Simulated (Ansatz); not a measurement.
Given:

Relaxed CsPbBr3 (cubic perovskite):

```
CELL_PARAMETERS angstrom
      6.00277     0.00000     0.00000
      0.00000     6.00277     0.00000
      0.00000     0.00000     6.00277
ATOMIC_POSITIONS crystal
  Cs 0.00000 0.00000 0.00000
  Pb 0.50000 0.50000 0.50000
  Br 0.00000 0.50000 0.50000
  Br 0.50000 0.50000 0.00000
  Br 0.50000 0.00000 0.50000
```

Scan: atom 1 (Cs, nearest neighbour Br at 4.245 Å; its periodic images, 6.0 Å or more away, move with it) is displaced along Cartesian x, direction (1.000, 0.000, 0.000) in Cartesian axes, by s. The other atoms stay.

Calculation: PBE (plane waves to 420 eV, PAW, scalar-relativistic; Ansatz, a first-principles code). k mesh 5×5×5 (Γ-centred), Fermi-Dirac smearing 0.05 eV. E stands for the smeared free energy. CsPbBr3 was relaxed with its symmetry unable to fall. Spin-orbit coupling is left out, though Pb is heavy. The PAW data are Ansatz's earlier set. This is a high-temperature form of CsPbBr3. ΔE is measured from the undisplaced structure.

The scan covers s from -0.850 to 0.850 Å in 11 points.

**Question.** Is the energy the same for equal positive and negative displacements?

**Answer.** Even: the same for both signs. With its periodic images moving along, the atom's site symmetry in this cell is m-3m.

**Question.** What is the energy change at s = 0.850 Å?

**Answer.** 51.3 meV/cell.

**Question.** What force acts on the atom along the line at s = -0.850 Å?

**Answer.** 0.215 eV/Å.

**Question.** What is the force constant k = d²E/ds² of this move at s = 0?

**Answer.** 0.02 eV/Å².

(For displaced atoms, the force is minus the slope of the energy, and its curvature is a force constant, which sets phonon frequencies.)
